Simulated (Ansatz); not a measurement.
**Is this structure of Cu₂SnWS₄ stable?**

Atoms and cell were relaxed at zero pressure (7.2 % in volume from the start). The relaxed cell:

```xyz
8
Lattice="0.0000 5.8300 0.0000 5.8300 0.0000 0.0000 2.9150 2.9150 -5.0633" Properties=species:S:1:pos:R:3 pbc="T T T"
Sn    2.9150    2.9150    0.0000
W     0.0000    0.0000    0.0000
S     4.1633    4.1633   -3.6281
S     1.2482    4.5818   -1.4352
S     7.4968    7.4968   -3.6281
S     4.5818    1.2482   -1.4352
Cu    2.9150    5.8300   -2.5316
Cu    5.8300    2.9150   -2.5316
```

Space group I-42m (No. 121); conventional cell a = 5.830 Å, b = 5.830 Å, c = 10.127 Å, α = 90.00°, β = 90.00°, γ = 90.00°.

Computed with plane-wave PAW DFT (Ansatz 0.2.0): PBE, 420 eV cutoff, 6×6×6 Γ-centred mesh, fermi-dirac occupations of width 0.020 eV. Spin: none; no U, no spin-orbit coupling.

Task: What is its formation energy?

Result: -0.191 eV an atom at 0 K against the elements' lowest computed crystals and the free molecules of gases, with no empirical correction.

Task: Does it lie on the convex hull?

Result: Among the phases that we computed and relaxed alike, the lowest mixture with other formulas is 12 % Cu + 12 % SnS + 38 % WS2 + 38 % Cu$_{2}$SnS$_{3}$ (shares of atoms). The cell lies 304 meV an atom above it, so it would gain by splitting into them.

The start was: a known structure type with other elements put in, at an estimated volume. An invented cell need not be a known compound.

Caveats: differences under 20 meV an atom lie within the error of meshes and cutoff; no moments were allowed, so a magnetic state may lie lower; the relaxation keeps the start's symmetry, so a distorted cell may lie lower; a metal without spin among anions, where moments or a distortion may lower the energy; no spin-orbit coupling, which can move compounds of heavy elements by tens of meV.
